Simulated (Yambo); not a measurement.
**Convergence of the G0W0 gap of NH4Br**

G0W0@LDA for NH4Br (space group P-43m, No. 215) in Yambo. Reference settings: 4×4×4 Γ-centred k mesh, 141 bands and a 10 Ry block in the screening, 141 bands in G with the Bruneval-Gonze terminator, plasmon pole fitted at 27.2 eV. The LDA gap M → Γ on this mesh is 3.94 eV; G0W0 gaps are taken between the same points.

```csv
change from the reference,G0W0 gap M → Γ (eV),shift of the valence edge (eV),rough Yambo cost
reference settings,6.55,-1.64,1
"27 bands in W, 27 bands in G",6.48,-1.18,about 1/5
"45 bands in W, 45 bands in G",6.45,-1.36,about 1/3
wavefunctions cut at 20 Ry,6.55,-1.63,within a factor of two
exchange cut at 20 Ry,6.56,-1.63,–
"73 bands in W, 73 bands in G, 2 Ry block",6.09,-1.15,about 1/4
"73 bands in W, 73 bands in G, 4 Ry block",6.32,-1.36,about 1/3
4 Ry block,6.33,-1.43,about 1/2
8 Ry block,6.50,-1.58,within a factor of two
"45 bands in W, 45 bands in G, 4 Ry block, no terminator",6.30,-1.10,about 1/7
"27 bands in W, 27 bands in G, no terminator",6.38,-0.85,about 1/6
"73 bands in W, 73 bands in G, 4 Ry block, no terminator",6.33,-1.28,about 1/4
"106 bands in W, 106 bands in G, 4 Ry block, no terminator",6.34,-1.37,about 1/3
"73 bands in W, 73 bands in G, no terminator",6.46,-1.34,about 1/2
no terminator,6.55,-1.57,within a factor of two
```

The reference isn't shown to be the converged limit. Costs are rough (shared machines), scaled to the same edge states, and given only for runs that recompute the screening.

Spin-orbit splittings are left out.

Geometry of the Materials Project entry, not relaxed at this level; primitive cell a = b = c = 4.0001 Å, α = β = γ = 90.00°.

A shift is the quasiparticle energy of the state minus its LDA energy.
